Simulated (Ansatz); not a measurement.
Crystals of one structure type (zinc blende) and one family of elements, relaxed and computed with the program Ansatz at the PBEsol level (PAW).

```json
[
 {"crystal": "GaAs", "K_Hill (GPa)": "69.4", "G_Hill (GPa)": "43.3"},
 {"crystal": "AlAs", "K_Hill (GPa)": "72.2", "G_Hill (GPa)": "39.6"},
 {"crystal": "GaP", "K_Hill (GPa)": "85.0", "G_Hill (GPa)": "53.1"},
 {"crystal": "BP", "K_Hill (GPa)": "170", "G_Hill (GPa)": "?"},
 {"crystal": "GaN", "K_Hill (GPa)": "188", "G_Hill (GPa)": "106"},
 {"crystal": "AlN", "K_Hill (GPa)": "201", "G_Hill (GPa)": "119"},
 {"crystal": "BN", "K_Hill (GPa)": "385", "G_Hill (GPa)": "388"}
]
```

**Question.** Fit a straight line to ln G against ln K and predict the withheld value.

**Answer.** Least squares on the 6 shown rows: ln G = 1.22 × ln K + (-1.519), with a scatter of 16.4 %. For BP this gives 115. The run itself gave 163, a miss of 29.4 % of that, well beyond the scatter: the line misses something about this case.

All cells were relaxed under the symmetry of their starts (and spin orders); stability against distortions was not tested throughout. Spin–orbit coupling is left out wherever it is not named.

Potentials: the earlier of the program's two PAW sets. The files were generated under PBE; for other functionals the program regenerates the frozen cores, and for LDA and PBEsol the local potential too.
